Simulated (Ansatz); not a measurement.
# How the field gradients follow the size of the cell in LiH₂ClO

Reference cell: a structure deposited in the COD, ions relaxed with PBE at fixed cell.

Space group Cmcm (No. 63); a = 7.5835, b = 7.6807, c = 7.6235 Å.

```csv
site,Wyckoff,site symmetry,x,y,z
Li1,4c,m2m,0.5000,0.8209,0.2500
Li3,4a,2/m..,0.0000,0.0000,0.5000
H,16h,1,0.6012,0.8165,0.5716
Cl,8g,..m,0.2396,0.0288,0.2500
O,8f,m..,0.5000,0.7662,0.5072
```

One atom of each set is listed; the run and its k-mesh use a cell of 20 atoms with edges of 5.40, 5.40, 7.62 Å.

Computed with Ansatz: DFT, PBE, plane waves and PAW, scalar-relativistic, 420 eV cutoff, Γ-centred 4×4×3 k-points, Fermi–Dirac smearing 0.02 eV.

The cell is scaled uniformly, and the ions keep their fractional positions.

**Question.** How do the gradients (10²¹ V/m²) respond?

**Answer.** 

```csv
V/V₀,Li1 V_zz (η),Li3 V_zz (η),H V_zz (η),Cl V_zz (η),O V_zz (η)
0.98,-0.24 (0.11),-0.20 (0.14),3.57 (0.12),-1.09 (0.70),-13.27 (0.75)
1.00,-0.23 (0.12),-0.20 (0.12),3.40 (0.13),-1.11 (0.71),-13.40 (0.75)
1.02,-0.23 (0.13),-0.20 (0.15),3.24 (0.13),-1.12 (0.71),-13.52 (0.74)
1.04,-0.23 (0.13),-0.20 (0.15),3.08 (0.13),-1.14 (0.72),-13.65 (0.73)
```

Logarithmic slopes d ln|V_zz|/d ln V over the series: Li1 -0.6, Li3 -0.6, H -2.5, Cl 0.8, O 0.5. Point charges on a uniformly scaled lattice would give −1; charge that moves in the bonds makes the difference.

The atoms aren't relaxed in the scaled cells (forces up to 0.56 eV/Å): every bond scales with the cell, where a real crystal would keep its stiff bonds nearly fixed.

With these PAW files V_zz is typically within 2 to 3 % of all-electron values, but misses above 10 % occur on Li. The lattice is static: at room temperature water may turn and average the couplings of its hydrogen.
